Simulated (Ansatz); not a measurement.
## YbGe$_{2}$Ru$_{2}$, a known structure type with other elements, at an estimated volume

```xyz
5
Lattice="0.0000 4.2480 0.0000 4.2480 0.0000 0.0000 2.1240 2.1240 -4.8629" Properties=species:S:1:pos:R:3 pbc="T T T"
Ru    2.1240    4.2480   -2.4314
Ru    4.2480    2.1240   -2.4314
Yb    0.0000    0.0000    0.0000
Ge    2.1240    2.1240   -1.2157
Ge    4.2480    4.2480   -3.6471
```

The numbers come from plane-wave PAW DFT (Ansatz): r2SCAN, spin-orbit coupling, 500 eV, 5×5×5 Γ-centred k points, fermi-dirac occupations (width 0.0796 eV). Nothing was relaxed.

The state carries no moments; the state need not be the lowest.

**Question.** How is the charge shared?

**Answer.** Bader charges in e: Yb +1.55, Ge -0.18, Ru -0.60. In the mean Yb gives up most and Ru takes most.

**Question.** Where is the largest force?

**Answer.** The largest is on Ge4 (and as large on other atoms): 1.14 eV/Å, components (0.00, 0.00, -1.14). It makes 180° with the line to a nearest neighbour, Ge5 at 2.43 Å, pointing away from it.

**Question.** What is the formation energy?

**Answer.** -0.61 eV an atom against the elements' usual phases (free molecules for gases, crystals otherwise, with no correction for O₂ or N₂), so it is bound against them; other compounds may still compete. Relaxing would lower it.

**Question.** Is there a gap?

**Answer.** It is a metal, with about 11 states/eV a cell as the mean within 0.25 eV of the Fermi level, mostly Yb f (73 %) and Ru d (17 %).

**Question.** What does the stress say?

**Answer.** The pressure is -1.1 GPa (compression positive), so with the atoms held at these fractions the cell would first shrink; the forces are large, so a full relaxation may end otherwise. The principal stresses -2.8, -2.8, 2.4 GPa differ, so its shape would change too.

Origin: a known structure type with other elements, at an estimated volume, so it need not be a known compound. Caveats: no spin polarisation, so a magnetic state may lie lower; the k mesh is coarse if the cell is a metal; f levels without a U or exact exchange are poorly placed.
